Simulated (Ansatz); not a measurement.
# From the elastic tensor of GaSb to moduli and sound speeds

All numbers below come from DFT PBE0, scalar-relativistic, plane waves, PAW (Ansatz 0.2.0). Cutoff 420 eV, 6×6×6 k-points (Γ-centred), fixed occupations. No spin polarisation.

Symmetry: F-43m, No. 216, cubic system. Conventional cell: a = 6.131 Å, b = 6.131 Å, c = 6.131 Å, α = 90.00°, β = 90.00°, γ = 90.00°. Ga (site symmetry -43m) has 4 Sb at 2.65 Å as nearest neighbours. Sb (site symmetry -43m) is surrounded by 4 Ga at 2.65 Å.

The cell is the ideal cubic zincblende prototype.

Relaxed-ion constants (GPa, on the Cartesian axes of the calculation):
C11 = 90.0, C12 = 38.1, C13 = 38.1, C22 = 90.0, C23 = 38.1, C33 = 90.0, C44 = 44.7, C55 = 44.7, C66 = 44.7 GPa; the others vanish.

Density 5.518 g/cm³; 2 atoms in 57.62 Å³.

The values that follow are for a polycrystal of randomly turned grains, by Hill's mean where one number stands.

```
Bulk modulus, Voigt / Reuss / Hill          : 55.4 / 55.4 / 55.4 GPa
Shear modulus, Voigt / Reuss / Hill         : 37.2 / 34.7 / 35.9 GPa
Young's modulus                             : 89 GPa
Poisson ratio                               : 0.233
Pugh ratio B/G                              : 1.54
Universal anisotropy index                  : 0.36
Longitudinal and transverse sound speeds    : 4327 and 2552 m/s
Debye temperature from the mean sound speed : 275 K
```

Cost: 1 run of about 3.6 core-hours, on AMD EPYC 7R43 (Zen 3) (shared hosts).